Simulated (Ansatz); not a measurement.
CoPdO$_{2}$:
```xyz
4
Lattice="1.4127 0.8156 5.9207 -1.4127 0.8156 5.9207 0.0000 -1.6313 5.9207" Properties=species:S:1:pos:R:3 pbc="T T T"
Co     0.0000     0.0000     8.8810
Pd     0.0000     0.0000     0.0000
O      0.0000     0.0000    15.7603
O      0.0000     0.0000     2.0018
```

Relaxed with r²SCAN. Special points in fractions of this cell's reciprocal vectors: Γ (0.000, 0.000, 0.000); T (0.500, 0.500, 0.500); H2 (0.821, 0.179, 0.500); H0 (0.500, -0.179, 0.179); L (0.500, 0.000, 0.000); S0 (0.340, -0.340, 0.000); S2 (0.660, 0.000, 0.340); F (0.500, 0.000, 0.500).

List the band energies nearest the Fermi level at these points for the program Ansatz at the r²SCAN level (PAW).

In eV from the Fermi level; about four levels below and three above (degenerate sets whole), none deeper than 8.9 eV; … stands for higher levels left out; points with the same levels are listed once.

```json
[
 {"k": "Γ", "below": "-2.19 -2.19 -1.71 -1.71 -1.50", "above": "2.36 2.36 …"},
 {"k": "T", "below": "-2.10 -2.10 -1.02 -1.02 -1.01", "above": "2.10 2.10 …"},
 {"k": "H2", "below": "-2.26 -1.89 -1.51 -1.22", "above": "0.46 1.67 1.99"},
 {"k": "L", "below": "-1.61 -1.61 -1.32 -0.53", "above": "0.82 1.67 2.01"},
 {"k": "S0", "below": "-2.26 -1.89 -1.53 -1.19", "above": "0.45 1.69 1.96"},
 {"k": "F", "below": "-2.04 -1.61 -1.33 -0.53", "above": "0.32 2.28 2.29"}
]
```

Space group R-3m. Symmetry was held in the r²SCAN relaxation. The workflow began spin-polarised and lost its moments. No Hubbard U is applied. The compound may be a true metal, but semilocal functionals without U, or a wrong spin order, can also close a gap. Scalar-relativistic: spin–orbit coupling is off unless named, which matters more the heavier the elements.

Potentials: the earlier of the program's two PAW sets. The files were generated under PBE; for other functionals the program regenerates the frozen cores, and for LDA and PBEsol the local potential too.
